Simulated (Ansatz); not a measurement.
ScAl3 (Cu3Au type)

```
ScAl3
1.0
    4.10588     0.00000     0.00000
    0.00000     4.10588     0.00000
    0.00000     0.00000     4.10588
Al Sc
3 1
Direct
  0.00000   0.50000   0.50000
  0.50000   0.50000   0.00000
  0.50000   0.00000   0.50000
  0.00000   0.00000   0.00000
```

Scan: atom 2 (Al, nearest neighbour Al at 2.903 Å; its periodic images, 4.1 Å or more away, move with it) is displaced along Cartesian [111], direction (0.577, 0.577, 0.577) in Cartesian axes, by s. The other atoms stay.

These are PBE (plane waves to 420 eV, PAW, scalar-relativistic; Ansatz, a first-principles code) values and carry that method's errors. k mesh 9×9×9 (Γ-centred), Fermi-Dirac smearing 0.05 eV. Energies are smeared free energies. With partly filled bands, energies and forces of such displacements shift with the k mesh and the smearing. ScAl3 is run without spin polarisation. ScAl3 was relaxed with its symmetry unable to fall. ΔE is measured from the undisplaced structure.

The scan covers s from -0.290 to 0.290 Å in 11 points.

Question: Is this a single well or a double well?

Answer: A single well with its minimum at or next to zero displacement.

Question: Is the energy the same for equal positive and negative displacements?

Answer: Even: the same for both signs. With its periodic images moving along, the atom's site symmetry in this cell is 4/mmm.

Question: What is the force constant k = d²E/ds² of this move at s = 0?

Answer: 5.60 eV/Å².

(A displaced cell: forces are minus the slopes of the energy, force constants its curvatures, and phonons follow from these.)
